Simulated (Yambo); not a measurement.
```
CELL_PARAMETERS angstrom
      3.09388     0.00000     0.00000
     -1.54694     2.67938     0.00000
      0.00000     0.00000    16.10000
ATOMIC_POSITIONS crystal
  S  0.66667 0.33333 0.90216
  S  0.66667 0.33333 0.09784
  Mo 0.00000 0.00000 0.00000
```

Response from Yambo on norm-conserving PBEsol (Quantum ESPRESSO, 80 Ry, no spin-orbit coupling) bands: 24×24×1 mesh, 38 bands, 2 Ry local-field block, 0.2 eV broadening.

### Question
Give the static in-plane polarisability without and with local fields.

### Answer
| field along | α(0), independent particles (Å) | α(0), RPA with local fields (Å) | screening length 2πα (Å) |
|---|---|---|---|
| x | 7.08 | 6.78 | 42.6 |
Electronic (clamped-ion) response only. PBEsol gaps are usually too small, which raises these values. Convergence of the RPA response with its 24×24×1 mesh was not tested.

Geometry strained from the cell relaxed with PBEsol, atoms relaxed again.
